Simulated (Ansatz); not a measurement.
B6As in space group R-3m (No. 166; B on 18h, B on 18h, As on 6c), PBE in the plane-wave PAW code Ansatz, all energies at zero smearing, with the estimated change up to a 700 eV cutoff added, with one set of potentials and settings (totals compare only within such a set). Cell of 14 atoms (12 B, 2 As): -11585.697 eV.

```json
[
 {"element": "B", "reference phase": "R-3m, 12 atoms in the cell", "E (eV/atom)": "-155.9161"},
 {"element": "As", "reference phase": "R-3m, 2 atoms in the cell", "E (eV/atom)": "-4856.1377"}
]
```

Formation energy per atom, worked out: (-11585.697 − 12×(-155.9161) − 2×(-4856.1377))/14 = -0.173 eV/atom (-17 kJ per mol of atoms), at 0 K, without zero-point energy or fitted corrections.

The workflow started from a Materials Project entry (that database holds measured and hypothetical structures alike); the Crystallography Open Database copy checked does not list it. Its standing as an ambient phase is unchecked. The PBE relaxation kept the symmetry of its start; its stability against distortions is not shown here. The references are the lowest solids computed at this level, not always the standard phases.

Potentials: the later of the program's two PAW sets.
